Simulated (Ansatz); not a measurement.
Relaxed WS₂ (2H-MoS2 type, space group P6_3/mmc):

```
CELL_PARAMETERS angstrom
      3.16997     0.00000     0.00000
     -1.58498     2.74527     0.00000
      0.00000     0.00000    12.49180
ATOMIC_POSITIONS crystal
  W  0.33333 0.66667 0.25000
  W  0.66667 0.33333 0.75000
  S  0.33333 0.66667 0.62490
  S  0.66667 0.33333 0.12490
  S  0.66667 0.33333 0.37510
  S  0.33333 0.66667 0.87510
```

Level of theory: r2SCAN+rVV10 (plane waves to 500 eV, PAW, scalar-relativistic; Ansatz, an electronic-structure program). k mesh 10×10×3 (Γ-centred), Fermi-Dirac smearing 0.05 eV. As the smearing reaches across the gap at some points, energies and forces of such displacements shift with the k mesh and the smearing. Spin-orbit coupling is left out, though W is heavy. WS2 is run without spin polarisation. WS2 was relaxed with its symmetry unable to fall.

One atom of the cell was then moved (with its periodic images), all else fixed, and the forces (eV/Å) came out as:

```tsv
atom	Fx	Fy	Fz
W1	0.000	0.000	0.003
W2	0.000	0.000	1.438
S3	0.000	0.000	0.177
S4	0.000	0.000	0.033
S5	0.000	0.000	0.001
S6	0.000	0.000	-1.653
```

Q: Which atom was moved, and by which vector (Å)?

A: S6, by (0.00, 0.00, 0.10), 0.10 Å in all.

(For displaced atoms, the force is minus the slope of the energy, and its curvature is a force constant, which sets phonon frequencies.)
